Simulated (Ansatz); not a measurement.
## HfNb$_{2}$Ge$_{2}$ in Ansatz, relaxation

The input file (Ansatz 0.2.0, plane waves):

```yaml
crystal:
  lattice:
    - [0.0, 4.031583, 0.0]
    - [4.031583, 0.0, 0.0]
    - [2.015791, 2.015791, -5.437432]
  atoms:
    - { symbol: Ge, position: [0.384, 0.384, 0.232] }
    - { symbol: Ge, position: [0.616, 0.616, 0.768] }
    - { symbol: Nb, position: [0.75, 0.25, 0.5] }
    - { symbol: Nb, position: [0.25, 0.75, 0.5] }
    - { symbol: Hf, position: [0.0, 0.0, 0.0] }
  symmetry: { tolerance: 0.0003 }
kpoints:
  mp_grid: { grid: [5, 5, 5], shift: [0, 0, 0] }
magnetization:
  spin_polarized: false
scf:
  occupations: { method: cold, width: 0.0628 }
hamiltonian:
  pseudopotentials: { kind: paw }
  xc: pbe
  dispersion: d4
  hubbard: { sites: [{ species: Hf, l: d, u_eff: 6.0 }], double_counting: fll }
basis:
  ecutwfc: 420
  ecutrho_ratio: 4
output:
  forces: true
  stress: true
  eigenvalues: true
  write_density: true
  write_potential: true
  elf: true
  volumetric_format: npy
relax:
  max_steps: 40
  cell: {}
```

Launch command:

```bash
ansatz run input.yaml --threads 1 --pin off --max-ram 2560MiB --backend cpu --events-out ev --progress --plain --runs-dir out
```

Origin of the cell: a known structure type with other elements, at an estimated volume, so it need not be a known compound.

Output (shortened):

```
Ge: projections on atomic orbitals take those of the free atom [Ar] 3d10 4s2 4p2, of charge +0.00 (hamiltonian.pseudopotentials.projection_atoms); the dataset's partial waves leave at most 1. […]
Nb: projections on atomic orbitals take those of the free atom [Ar 3d10] 4s2 4p6 4d4 5s1, of charge +0.00 (hamiltonian.pseudopotentials.projection_atoms); the dataset's partial waves leave at […]
Hf: projections on atomic orbitals take those of the free atom [Kr 4d10] 4f14 5s2 5p6 5d2 6s2, of charge +0.00 (hamiltonian.pseudopotentials.projection_atoms); the dataset's partial waves lea […]
Pseudopotentials: kind: paw
Pseudopotential: Ge, paw, valence charge 14, recommended cutoff 420 eV (normal), Ge.paw.azcp
Pseudopotential: Nb, paw, valence charge 13, recommended cutoff 420 eV (normal), Nb.paw.azcp
Pseudopotential: Hf, paw, valence charge 26, recommended cutoff 420 eV (normal), Hf.paw.azcp
Functional definition: PBE
  exchange = pbe_x(kappa = kappa, mu = beta*pi^2/3)
  correlation = pbe_c(beta = beta)
Crystal: 5 atoms, lattice volume = 88.378 Å³
Basis set: ecut = 420 eV, 1743 PW (Γ), exchange–correlation on 54×54×90 points (8 copies of the dense FFT grid, shifted against one another)
[… 10 lines left out …]
Initial density: superposition of atomic densities (chi_scale 0.1, normalization cell, long waves of neutral atoms under a Hubbard term (reshape's long-wave potential 0.01 eV rms, cloud 2.95 Å wide))
Functional: x = pbe(κ = 0.804, μ = 0.219515), c = pbe(β = 0.066725)
SCF iter   1: F=—  HF=-33413.430952 eV  Δρ=6.12e-2  dr2=3.71e0
SCF iter   2: F=—  HF=-33412.720026 eV  S|Δr|=    0.00e0  Δρ=3.65e-2  dr2=1.61e0  defer=46
SCF iter   3: F=—  HF=-33412.414720 eV  S|Δr|=    0.00e0  Δρ=1.02e-2  dr2=1.16e-1  defer=47
SCF iter   4: F=—  HF=-33412.365943 eV  S|Δr|=    0.00e0  Δρ=3.99e-3  dr2=1.57e-2  defer=42
SCF iter   5: F=—  HF=-33412.375798 eV  S|Δr|=    0.00e0  Δρ=2.41e-3  dr2=9.60e-3  defer=42
SCF iter   6: F=—  HF=-33412.383602 eV  S|Δr|=    0.00e0  Δρ=1.44e-3  dr2=2.63e-3  defer=42
SCF iter   7: F=—  HF=-33412.383639 eV  S|Δr|=    0.00e0  Δρ=7.56e-4  dr2=4.42e-4  defer=39
SCF iter   8: F=—  HF=-33412.383096 eV  S|Δr|=    0.00e0  Δρ=4.16e-4  dr2=1.37e-4  defer=39
SCF iter   9: F=—  HF=-33412.383084 eV  S|Δr|=    0.00e0  Δρ=1.58e-4  dr2=3.80e-5  defer=39
SCF iter  10: F=—  HF=-33412.383077 eV  S|Δr|=    0.00e0  Δρ=4.39e-5  dr2=4.67e-6  defer=39
SCF iter  11: F=—  HF=-33412.383076 eV  S|Δr|=    0.00e0  Δρ=9.19e-6  dr2=1.15e-7  defer=39
SCF iter  12: F=-33412.383076 eV  HF=-33412.383076 eV  S|Δr|=    0.00e0  Δρ=3.58e-6  dr2=1.80e-8
relax step   1: F+E_penalty+E_count = -33412.383076 eV  Δ(F+E_penalty+E_count) = +0.000e0 eV  max|allowed force component| = 3.928e0 eV/Å  Δτ_max = 0.0000 Å  P = +14.586 GPa  Ω = 88.378 Å³  ( […]
relax step   2: F+E_penalty+E_count = -33413.147075 eV  Δ(F+E_penalty+E_count) = -7.640e-1 eV  max|allowed force component| = 5.933e-1 eV/Å  Δτ_max = 0.1517 Å  P = -3.555 GPa  Ω = 95.876 Å³ […]
relax step   3: F+E_penalty+E_count = -33413.210080 eV  Δ(F+E_penalty+E_count) = -6.301e-2 eV  max|allowed force component| = 3.782e-2 eV/Å  Δτ_max = 0.0030 Å  P = -0.013 GPa  Ω = 92.829 Å³ […]
relax step   4: F+E_penalty+E_count = -33413.210615 eV  Δ(F+E_penalty+E_count) = -5.343e-4 eV  max|allowed force component| = 2.191e-2 eV/Å  Δτ_max = 0.0043 Å  P = -0.121 GPa  Ω = 93.012 Å³ […]
relax step   5: F+E_penalty+E_count = -33413.210827 eV  Δ(F+E_penalty+E_count) = -2.121e-4 eV  max|allowed force component| = 4.405e-3 eV/Å  Δτ_max = 0.0016 Å  P = +0.008 GPa  Ω = 92.891 Å³ […]
relax step   6: F+E_penalty+E_count = -33413.212515 eV  Δ(F+E_penalty+E_count) = -1.688e-3 eV  max|allowed force component| = 3.650e-3 eV/Å  Δτ_max = 0.0000 Å  P = +0.022 GPa  Ω = 92.891 Å³  stress off target by 5.52e-2 GPa […]
relax step   7: F+E_penalty+E_count = -33413.212515 eV  Δ(F+E_penalty+E_count) = +4.396e-7 eV  max|allowed force component| = 1.736e-3 eV/Å  Δτ_max = 0.0001 Å  P = -0.004 GPa  Ω = 92.907 Å³ […]
relax step   8: F+E_penalty+E_count = -33413.212518 eV  Δ(F+E_penalty+E_count) = -2.923e-6 eV  max|allowed force component| = 1.704e-3 eV/Å  Δτ_max = 0.0000 Å  P = -0.004 GPa  Ω = 92.907 Å³  stress off target by 1.14e-2 GPa […]
SCF 8 converged in 5 iterations: F = -33413.212518 eV  dr2 = 1.54e-11
basis re-selected at this cell: Δ(F+E_penalty+E_count) = -2.923e-6 eV, ΔP = +0.000 GPa vs the last step (what re-selecting the basis moved, of the pressure what is left beyond the Pulay corre […]
SCF converged after 5 iterations
Stability not checked: this state was not tested for a lower state beside it, because cold or Methfessel-Paxton smearing, or corrected tetrahedra, fill the levels in a way that the test cannot read (fill_not_monotonic; […]
Free energy (F): -33413.212518 eV
Harris-Foulkes:  -33413.212518 eV  (|F-HF|=2.91e-11)
Internal energy: -33413.211620 eV  (E = F + TS)
E sigma→0 (E₀):  -33413.212218 eV
Entropy (-TS):   -0.000898 eV (-0.180 meV/atom)
Fermi energy:    17.156521 eV
--- Per-component energies (eV) ---
  E_band       = -341.627245
  E_kinetic    = 1433.127438
  E_local      = -11177.340410  (includes V_loc(G=0)·N_el)
  E_nonlocal   = -165.644467
  E_hartree    = 4901.138186
  E_xc         = -803.099540
  E_vxc        = -822.663335  (∫ρ·V_xc dr)
  E_hubbard    = 5.534796  (on-site DFT+U / exact-exchange correction)
  E_vhub       = 3.591400  (the Hubbard potential's part of the band-sum identity)
  E_paw        = -17113.218129  (= ΣΔE_a)
  E_vpaw       = 585.025088  (= ΣTr[D̂ρ^β])
  E_aug_tail   = 0.000592  (compensation charges beyond the density's cutoff)
  E_ewald      = -10492.097997
  E_disp       = -1.612089  (pairwise vdW)
  E_smearing   = -0.000898  (= −TS)
  Σ components = -33413.212518   (vs F -33413.212518, Δ=0.00e0)
--- Forces (eV/Å), atoms counted from 1 ---
  atom   1  Ge     0.000000     0.000000     0.001704
  atom   2  Ge    -0.000000    -0.000000    -0.001704
  atom   3  Nb     0.000000     0.000000    -0.000000
  atom   4  Nb    -0.000000    -0.000000     0.000000
  atom   5  Hf     0.000000     0.000000     0.000000
  max |Σ_I F_I| component: 4.34e-19 eV/Å
--- Stress (GPa, compression-positive) ---
       -0.000548      -0.000000      -0.000000
       -0.000000      -0.000548      -0.000000
       -0.000000      -0.000000      -0.011400
  P = ⅓ Tr σ = -0.0042 GPa (-0.042 kbar)
Occupation matrices written to <dir>
--- Relaxed structure (6 steps of the walk, 6 accepted, 2 SCFs on fresh bases) ---
  F+E_penalty+E_count = -33413.212518 eV   max|allowed force component| = 1.704e-3 eV/Å   (the final SCF, on the basis selected at the relaxed cell)
  cell:  # Å, volume = 92.9069 Å³
    - [-4.235e-15, 4.007949, -1.842e-7]
    - [4.007949, -4.235e-15, -1.842e-7]
    - [2.003974, 2.003974, -5.783671]
  atoms:
    - { symbol: Ge, position: [0.397965, 0.397965, 0.204069] }
    - { symbol: Ge, position: [0.602035, 0.602035, 0.795931] }
    - { symbol: Nb, position: [0.750000, 0.250000, 0.500000] }
    - { symbol: Nb, position: [0.250000, 0.750000, 0.5] }
    - { symbol: Hf, position: [5.141e-19, 5.141e-19, -1.028e-18] }
```

Caveats: no moments, though an odd count or open d shells may carry them; no spin-orbit coupling, though heavy elements are present; the k mesh is coarse if the cell is a metal; the relaxation held the start's symmetry, so the end may be a saddle point.

The run took 26 s of wall time on 1 CPU thread(s) of a shared host, from the program's own first density.
